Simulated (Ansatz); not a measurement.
With the program Ansatz at the PBE level (PAW), C in the monoclinic phase (C2/c; C on 8f, C on 8f) relaxes to a = 4.659 Å, b = 11.097 Å, c = 3.612 Å, β = 115.4°.

The Kohn–Sham gap is 0.48 eV (indirect). The electron mass is 0.43, 0.48, 10 mₑ (principal values).

The start of the workflow was typed in or built on a structure type; neither database checked (COD, Materials Project) lists it. It is not the phase usual at ambient conditions (space group No. 194, 227). The PBE relaxation kept the symmetry of its start; whether a distortion lowers the energy is not shown. The volume moved by 147 % from the start of the relaxation.

Potentials: the earlier of the program's two PAW sets.
